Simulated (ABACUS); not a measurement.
Consider a self-consistent single point of CdSe (F-43m, 8 atoms in the cell; from Materials Project mp-2691, changed as shown).

```
CdSe
1.0
    6.01773     0.00000     0.00000
    0.00000     6.01773     0.00000
    0.00000     0.00000     6.01773
Cd Se
4 4
Direct
  0.00000   0.00000   0.00000
  0.00000   0.50000   0.50000
  0.50000   0.00000   0.50000
  0.50000   0.50000   0.00000
  0.25000   0.25000   0.25000
  0.25000   0.75000   0.75000
  0.75000   0.25000   0.75000
  0.75000   0.75000   0.25000
```

Level of theory: ABACUS 3.10.1 with PBE, numerical atomic orbitals DZP (confined pseudo-atomic orbitals with Gaussian additions; energy shift 0.01 Ry), PseudoDojo 0.5 standard norm-conserving PBE (tails mended) pseudopotentials.

ABACUS settings:

```
key                                                                   value
---------------  ----------------------------------------------------------
basis                   DZP numerical atomic orbitals, energy shift 0.01 Ry
KPT                                                       Gamma 4 4 4 0 0 0
basis_type                                                             lcao
dft_functional                                                          PBE
ecutwfc                                                              100 Ry
smearing_method                                                          fd
smearing_sigma                                                0.00367493 Ry
potentials       PseudoDojo 0.5 standard norm-conserving PBE (tails mended)
symmetry                                                                  1
ks_solver                                                     scalapack_gvx
scf_nmax                                                                100
scf_thr                                                             1.0e-06
mixing_type                                                         broyden
mixing_beta                                                             0.7
```

Results:

| Item | Result |
|---|---|
| Number of valence electrons | 144 |
| Number of bands | 87 |
| Number of k-points after the program's reduction | 10 |
| Size of the basis | 204 |
| Number of SCF iterations | 8 |
| Free energy E − TS | -32282.8672 eV |
| Top of the valence band (on the code's own zero) | 8.29 eV |
| Gap on the k-point mesh | 0.87 eV |
| Pressure | 4.81 GPa |

Stress (GPa, positive for compression):
```
4.81  0.00  0.00
0.00  4.81  0.00
0.00  0.00  4.81
```

Gaps are taken between levels on the mesh.

For comparison: a first run was changed to give this one (lattice scaled by 0.98), and from it to this one the free energy rises by 29.5 meV/atom, the pressure goes from 0.93 to 4.81 GPa and the gap on the mesh goes from 0.696 to 0.865 eV.

The atom-centred basis is finite, which shifts total energies, pressures and gaps against plane waves. The structure comes from a collection of computed structures, made at another level of theory; the collection holds predicted forms beside known ones.

Cost on one core: roughly 40 core-seconds.

The atomic orbitals were generated for these runs; they are not ABACUS's published sets and were checked against plane waves on a few crystals only.

“Tails mended”: in these copies of the files the far tail of each local potential was reset to the Coulomb form.
